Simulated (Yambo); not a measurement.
Yambo input for BeTe (zinc blende, space group F-43m, No. 216) under isotropic strain of -0.7 % on all lattice vectors (a = b = c = 3.937 Å, α = β = γ = 60.00°), on PBEsol (Quantum ESPRESSO, PseudoDojo norm-conserving, 88 Ry, no spin-orbit coupling) wavefunctions on a 12×12×12 mesh:

```
optics
chi
dipoles
kernel
FFTGvecs= 40 Ry
Chimod= "HARTREE"
NGsBlkXd= 4 Ry
% QpntsRXd
 1 | 1 |
%
% BndsRnXd
 2 | 33 |
%
GrFnTpXd= "R"
% EnRngeXd
 0.0 | 20.0 | eV
%
% DmRngeXd
 0.2 | 0.2 | eV
%
CGrdSpXd= 50
ETStpsXd= 161
% LongDrXd
 1.0 | 0.0 | 0.0 |
%
```

First lines of the file o-*.eps_q1_inv_rpa_dyson:

```
Absorption @ Q(1):   1.00000000     0.00000000     0.00000000    [q->0 direction]
#
# [ X ] Hartree size     :   59
# [GEN] GF Energies     : Perdew, Burke & Ernzerhof SOL(X)+Perdew, Burke & Ernzerhof SOL(C)
# [GEN] Green`s Function     : Retarded
#
# [GEN] Gauge     : Length
# [GEN] [r,Vnl] included     : yes
#
#    E[1] [eV]     Im(eps)     Re(eps)     Im(eps_o)     Re(eps_o)
#
     0.000000     0.11318E-14     7.019835     0.24354E-17     8.093117
     0.125000     0.010213     7.023004     0.012870     8.097109
     0.250000     0.020505     7.032535     0.025842     8.109116
     0.375000     0.030953     7.048499     0.039022     8.129233
     0.500000     0.041642     7.071019     0.052517     8.157620
     0.625000     0.052659     7.100268     0.066445     8.194505
     0.750000     0.064100     7.136476     0.080932     8.240193
     0.875000     0.076070     7.179934     0.096118     8.295066
     1.000000     0.088688     7.231003     0.112160     8.359600
     1.125000     0.102088     7.290117     0.129238     8.434369
     1.250000     0.116427     7.357800     0.147560     8.520069
     1.375000     0.131887     7.434679     0.167372     8.617528
     1.500000     0.148686     7.521498     0.188965     8.727737
     1.625000     0.167084     7.619147     0.212693     8.851879
     1.750000     0.187402     7.728685     0.238988     8.991370
     1.875000     0.210035     7.851383     0.268388     9.147910
     2.000000     0.235481     7.988775     0.301570     9.323555
     2.125000     0.264376     8.142719     0.339404     9.520805
     2.250000     0.297550     8.315494     0.383027     9.742734
     2.375000     0.336106     8.509921     0.433955     9.993159
     2.500000     0.381550     8.729539     0.494262     10.27688
     2.625000     0.435997     8.978853     0.566872     10.60004
     2.750000     0.502522     9.263701     0.656042     10.97061
     2.875000     0.585793     9.591791     0.768251     11.39914
     3.000000     0.693286     9.973497     0.913896     11.89991
     3.125000     0.837799     10.42295     1.110802     12.49238
     3.250000     1.043121     10.95892     1.392137     13.20248
     3.375000     1.357201     11.60169     1.824785     14.05813
     3.500000     1.874016     12.34541     2.539499     15.05055
     3.625000     2.704020     13.08342     3.688506     16.03240
     3.750000     3.842352     13.60460     5.274644     16.71416
     3.875000     5.127192     13.75493     7.066293     16.84725
     4.000000     6.182439     13.57519     8.498676     16.54489
```
(The file goes on to the top of the energy range.) Convergence of the RPA response with its 12×12×12 mesh was not tested.

Geometry strained from the cell relaxed with PBEsol, atoms relaxed again.
